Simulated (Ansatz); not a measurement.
Given:

TaC:
```yaml
crystal:
  lattice:
    - [0.00000, 2.20693, 2.20693]
    - [2.20693, 0.00000, 2.20693]
    - [2.20693, 2.20693, 0.00000]
  atoms:
    - { symbol: Ta, position: [0.00000, 0.00000, 0.00000] }
    - { symbol: C, position: [0.50000, 0.50000, 0.50000] }
```

This is the LDA-relaxed structure.

All from LDA in the plane-wave PAW code Ansatz, unless another level is named. Predict the highest zone-centre frequency.

572 cm⁻¹.

What about the Poisson's ratio?

0.23.

Space group Fm-3m (rock salt). Symmetry was held in the LDA relaxation. The run is not spin-polarised. As this level gives no gap, phonon frequencies hold no LO–TO term and depend on the k-mesh and smearing (Fermi–Dirac, 0.1 eV here). Spin–orbit coupling is left out wherever it is not named.

Potentials: the earlier of the program's two PAW sets. The files were generated under PBE; for other functionals the program regenerates the frozen cores, and for LDA and PBEsol the local potential too.
